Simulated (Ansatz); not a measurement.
The slice is one period of a (1 -1 0 0) plane through atoms; its size isn't given.

These are PBE (plane waves to 420 eV, PAW, scalar-relativistic; Ansatz, a program for electronic structure) values and carry that method's errors. Near the nuclei the fields are pseudised (PAW); where an atom keeps semicore shells as valence, they peak there.

```
|@@@@@@##==..        ..==##@@@@|
|@@@@%%**--..        ..--**%%@@|
|%%##**==::            ::==**##|
|++++==::..            ..::==++|
|::::..                    ..::|
|..                            |
|                              |
|                              |
|            ........          |
|          ..::::::::..        |
|        ....::----::....      |
|        ..::--------::..      |
|        ....::----::....      |
|          ..::::::::..        |
|            ........          |
|                              |
|                              |
|..                            |
|::::..                    ..::|
|++++==::..            ..::==++|
|%%##**==::            ::==**##|
|@@@@%%**--..        ..--**%%@@|
|@@@@@@##==..        ..==##@@@@|
|@@@@@@%%++::        ::++%%@@@@|
```
Scale: ten equal steps from -1.03 (start of ' ') to 0.54 (end of '@'), in the order ' .:-=+*#%@'. Values: log₁₀ of the valence density in e/Å³. The map has 15 points along u (two characters each, u = 0 at the left) and 24 along v (v = 0 in the bottom row). The scale is logarithmic, as a density can span decades between atoms and voids.

```
|xxxx@@@@++    ....    ++@@@@xx|
|xx@@@@%%::    ::::    ::%%@@@@|
|@@@@%%==    ..----..    ==%%@@|
|**++--      --====--      --++|
|....      ::==++++==::      ..|
|      ..::::--------::::..    |
|--------::::........::::------|
|****++--..            ..--++**|
|####++::                ::++##|
|%%##++::      ....      ::++##|
|%%##==..    ..::::..    ..==##|
|%%##==..    ::----::    ..==##|
|%%##==..    ..::::..    ..==##|
|%%##++::      ....      ::++##|
|####++::                ::++##|
|****++--..            ..--++**|
|--------::::........::::------|
|      ..::::--------::::..    |
|....      ::==++++==::      ..|
|**++--      --====--      --++|
|@@@@%%==    ..----..    ==%%@@|
|xx@@@@%%::    ::::    ::%%@@@@|
|xxxx@@@@++    ....    ++@@@@xx|
|xxxxxx@@++    ....    ++@@xxxx|
```
Scale: ten equal steps from 0.11 (start of ' ') to 0.85 (end of '@'), in the order ' .:-=+*#%@'. Values: electron localisation function (ELF). The map has 15 points along u (two characters each, u = 0 at the left) and 24 along v (v = 0 in the bottom row). Points within 0.5 Å of a nucleus are blanked (x), as the pseudised field means little there.

Q: Which relaxed crystal do these maps come from?
(A) Y (hcp, Mg type)
(B) Mg (hcp, Mg type)
(C) Zn (hcp, Mg type)

A: A, Y (hcp, Mg type). Atoms on the slice: Y at (0.00, 0.00)

All were relaxed with their symmetry unable to fall. The PAW data are Ansatz's earlier set. Y is run without spin polarisation.
